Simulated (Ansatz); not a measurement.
# CsB₆H₆: Electric field gradients

The cell is an entry of the Crystallography Open Database (COD), ions relaxed with PBE at fixed cell.

Space group Fm-3 (No. 202); a = 11.2812 Å.

```
site  Wyckoff  site symmetry       x       y       z
  Cs       8c            23.  0.2500  0.7500  0.2500
   B      48h            m..  0.5000  0.4213  0.1277
   H      48h            m..  0.5000  0.3660  0.2189
```

One atom of each set is listed; the run and its k-mesh use a cell of 26 atoms with edges of 7.98, 7.98, 7.98 Å.

Method: Kohn–Sham DFT in Ansatz, PBE, plane waves and PAW, scalar-relativistic, 420 eV cutoff, Γ-centred 5×5×5 k-points, Fermi–Dirac smearing 0.05 eV.

Conventions: |V_zz| ≥ |V_yy| ≥ |V_xx|, η = (V_xx − V_yy)/V_zz, C_Q = eQV_zz/h. ν_Q = 3|C_Q|/[2I(2I − 1)].

Cs-133: I = 7/2, Q = -3.430 mb; ¹¹B: I = 3/2, Q = 40.59 mb; ²H: I = 1, Q = 2.858 mb. Nuclear quadrupole moments: year-2017 set (Pyykkö).

Q: Give the quadrupolar parameters of the distinct sites.

A: 

```tsv
site	atoms	first shell	C_Q (MHz)	η	ν_Q (MHz)
Cs	2	12 H at 3.13 Å	0	–	0
B	12	1 H at 1.20 Å, 5 B at 1.78 Å	-0.685	0.05	0.343
H	12	1 B at 1.20 Å	0.133	0.04	0.200
```

Cs sits on a cubic site, where every gradient vanishes. At B V_zz points along its shortest bond, to H (within 2°). At H V_zz points along its bond to B (within 1°).

The relaxation (4 steps) took 58 s of wall time (59 s of CPU time) and 0.66 GiB at its peak, on 1 thread of Arm Neoverse V2 (aarch64; 8 cores open to the job, memory cap 2.5 GiB, no GPU), a shared host with a load of 0.7 a core.
